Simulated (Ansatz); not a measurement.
NbRh$_{3}$ (Cu3Au type, Pm-3m), PBE (plane waves, PAW; program Ansatz), all energies at zero smearing, with the estimated change up to a 700 eV cutoff added, with one set of potentials and settings (totals compare only within such a set). Cell of 4 atoms (1 Nb, 3 Rh): -23763.098 eV.

| element | reference phase | E (eV/atom) |
|---|---|---|
| Nb | Im-3m, 1 atoms in the cell | -4552.2836 |
| Rh | Fm-3m, 1 atoms in the cell | -6402.8911 |

Formation energy per atom, worked out: (-23763.098 − 1×(-4552.2836) − 3×(-6402.8911))/4 = -0.535 eV/atom (-52 kJ per mol of atoms), at 0 K, without zero-point energy or fitted corrections.

The workflow started from an entry of the Crystallography Open Database (COD). Its standing as an ambient phase is unchecked. The cell was relaxed with PBE under the symmetry of its start; whether a distortion lowers the energy is not shown. The run is not spin-polarised. The references are the lowest solids computed at this level, not always the standard phases.

Potentials: the later of the program's two PAW sets.
